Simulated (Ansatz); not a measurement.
Ti₃IrC₂ in space group P6_3/mmc (No. 194; Ti on 4f, Ti on 2a, Ir on 2b, C on 4f) at seven volumes, r²SCAN (plane waves, PAW; program Ansatz), shape and atoms relaxed at each. One row is withheld.

```json
[
 {"V (Å³/atom)": "10.807", "P (GPa)": "27.24"},
 {"V (Å³/atom)": "11.163", "P (GPa)": "16.72"},
 {"V (Å³/atom)": "11.520", "P (GPa)": "?"},
 {"V (Å³/atom)": "11.876", "P (GPa)": "0.00"},
 {"V (Å³/atom)": "12.232", "P (GPa)": "-6.60"},
 {"V (Å³/atom)": "12.589", "P (GPa)": "-12.24"},
 {"V (Å³/atom)": "12.945", "P (GPa)": "-17.05"}
]
```

Question: Fit the shown pressures and predict the withheld one.

Answer: P = (3/2)B₀(x^(7/2) − x^(5/2))[1 + (3/4)(B′ − 4)(x − 1)] with x = (V₀/V)^(2/3). Least squares on the six rows gives V₀ = 11.876 Å³/atom, B₀ = 237 GPa, B′ = 4.19. At V = 11.520, x = 1.0205 and P = 7.69 GPa. The run itself gave 7.72 GPa.

The start of the workflow was typed in or built on a structure type; neither database checked (COD, Materials Project) lists it. Whether it is the stable phase at ambient conditions was not checked. The cell was relaxed with r²SCAN under the symmetry of its start; whether a distortion lowers the energy is not shown. No spin polarisation was allowed. Scalar-relativistic: spin–orbit coupling is off unless named, which matters more the heavier the elements.

Potentials: the earlier of the program's two PAW sets.
